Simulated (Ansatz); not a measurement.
A distorted cell of WC (WC type, space group P-6m2):

```
WC
1.0
    5.84393     0.00000     0.00000
   -1.46098     2.53050     0.00000
    0.00000     0.00000     2.84728
W C
2 2
Direct
  0.02658   0.10631   0.92027
  0.50000   0.00000   0.00000
  0.33333   0.33333   0.50000
  0.83333   0.33333   0.50000
```

Calculation: PBE (plane waves to 420 eV, PAW, scalar-relativistic; Ansatz, a program for electronic structure). k mesh 15×15×13 (Γ-centred), Fermi-Dirac smearing 0.05 eV. The energy includes the smearing's −TS. Stress and pressure are positive under compression. With partly filled bands, energies and forces of such displacements shift with the k mesh and the smearing. Spin-orbit coupling is left out, though W is heavy. The PAW data are Ansatz's earlier set. WC is run without spin polarisation. WC was relaxed with its symmetry unable to fall.

Problem. What forces act on the atoms (eV/Å, Cartesian)?

Solution. 
```tsv
atom	Fx	Fy	Fz
W1	-1.404	-5.305	4.549
W2	1.207	1.911	-1.090
C3	1.513	1.512	-1.522
C4	-1.316	1.882	-1.937
```

Problem. Give the stress tensor in GPa and the pressure.

Solution. 
```
   20.4      2.7     -0.2
    2.7      6.4     -6.4
   -0.2     -6.4     14.3
```
The pressure, a third of the trace, is 13.7 GPa.

Problem. In it atom 1 sits (0.000, 0.269, -0.227) Å away from its relaxed site. What is its energy relative to the relaxed cell?

Solution. 1253 meV/cell.

(A displaced cell: forces are minus the slopes of the energy, force constants its curvatures, and phonons follow from these.)
